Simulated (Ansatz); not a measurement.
## Cs₂W₃SeO₁₂: field gradients at two levels of theory

Cell: a computed structure from the Materials Project (it need not be an observed phase).

```cif
data_Cs2W3SeO12
_symmetry_space_group_name_H-M 'P6_3'
_symmetry_Int_Tables_number 173
_cell_length_a 7.3601
_cell_length_b 7.3601
_cell_length_c 13.1624
_cell_angle_alpha 90.000
_cell_angle_beta 90.000
_cell_angle_gamma 120.000
loop_
_atom_site_label
_atom_site_type_symbol
_atom_site_symmetry_multiplicity
_atom_site_Wyckoff_symbol
_atom_site_fract_x
_atom_site_fract_y
_atom_site_fract_z
Cs1 Cs 2 b 0.6667 0.3333 0.2213
Cs2 Cs 2 b 0.3333 0.6667 0.0946
W W 6 c 0.8124 0.6616 0.8946
Se Se 2 a 0.0000 0.0000 0.6769
O13 O 6 c 0.8772 0.1265 0.7317
O19 O 6 c 0.9103 0.4590 0.8550
O25 O 6 c 0.8723 0.7523 0.4020
O31 O 6 c 0.1911 0.7967 0.5247
```

One atom of each set is listed.

First run. Computed with Ansatz: DFT, PBE, plane waves and PAW, scalar-relativistic, 420 eV cutoff, Γ-centred 4×4×2 k-points, Fermi–Dirac smearing 0.02 eV.

```
site  V_zz (10²¹ V/m²)     η
 Cs1             -3.96  0.00
 Cs2              1.22  0.00
   W             10.16  0.92
  Se             -34.7  0.00
 O13             13.61  0.15
 O19              4.02  0.84
 O25             -4.55  0.76
 O31             -2.93  0.42
```

Second run. The same atoms and settings, except that the functional is r2SCAN and the cutoff is 500 eV.

Task: Given the first result, estimate the second.

Result: 

```json
{"site": "Cs1", "V_zz": "-4.44", "η": "0.00", "change of V_zz": "-0.48"}
{"site": "Cs2", "V_zz": "1.35", "η": "0.00", "change of V_zz": "+0.13"}
{"site": "W", "V_zz": "-10.19", "η": "0.98", "change of V_zz": "–"}
{"site": "Se", "V_zz": "-37.0", "η": "0.00", "change of V_zz": "-2.23"}
{"site": "O13", "V_zz": "14.43", "η": "0.14", "change of V_zz": "+0.82"}
{"site": "O19", "V_zz": "4.28", "η": "0.76", "change of V_zz": "+0.26"}
{"site": "O25", "V_zz": "-4.71", "η": "0.81", "change of V_zz": "-0.16"}
{"site": "O31", "V_zz": "-2.74", "η": "0.48", "change of V_zz": "+0.19"}
```

The largest change of V_zz along a kept axis is on Se, from -34.7 to -37.0. In per cent, |V_zz| changes by +10 to +12 on Cs, +6 on Se, -7 to +6 on O (all sites that start above 0.5, bar those whose gradient vanishes or changes sign or whose main axis turns by over 40°). On W the largest principal value lies along another axis in the second run, so the two V_zz can't be compared directly.

Without spin–orbit coupling the gradients at and beside W can be off by some per cent, at some sites by more.
For the first run: The largest force is 0.6 eV/Å, so the atoms aren't at the calculated equilibrium and relaxing them would move these values.
For the second run: At this cell the r2SCAN pressure is -6 GPa, so with r2SCAN the cell would shrink if it were relaxed. The entry's cell may itself be off. The largest force is 1.3 eV/Å, so the atoms aren't at the calculated equilibrium and relaxing them would move these values.
